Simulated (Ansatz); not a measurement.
CaGaGeH:
Space group P3m1 (No. 156); a = b = 4.102 Å, c = 4.653 Å, α = β = 90.00°, γ = 120.00°

```csv
atom,site,symmetry,x,y,z
Ca,1b,3m.,0.3333,0.6667,0.9969
Ga,1a,3m.,0.0000,0.0000,0.5626
Ge,1c,3m.,0.6667,0.3333,0.4235
H,1a,3m.,0.0000,0.0000,0.9357
```

Relaxed with PBEsol.

### Question
Tabulate the valence density and the electron localisation function along the shortest Ga–H contact (1.74 Å), DFT-PBEsol in the program Ansatz with PAW potentials.

### Answer


```tsv
distance from Ga (Å)	density (e/Å³)	ELF
0.17	37.41	-0.01
0.26	24.75	-0.01
0.35	14.23	0.06
0.43	7.36	0.05
0.52	3.62	0.08
0.61	1.89	0.14
0.69	1.12	0.20
0.78	0.79	0.25
0.87	0.63	0.30
0.95	0.56	0.37
1.04	0.55	0.51
1.13	0.57	0.72
1.22	0.65	0.88
1.30	0.76	0.96
1.39	0.92	0.99
1.48	1.16	0.99
1.56	1.46	1.00
```

The density is the valence pseudo-density with augmentation charge, so density and ELF within about 1 Å of a nucleus are not all-electron values.

The first step of the workflow began from a Materials Project structure, measured or hypothetical; the Crystallography Open Database files this formula in space group No. 156, but the cells were not matched. Whether it is the stable phase at ambient conditions was not checked. Symmetry was held in the PBEsol relaxation; whether a distortion lowers the energy is not shown.

Potentials: the later of the program's two PAW sets.
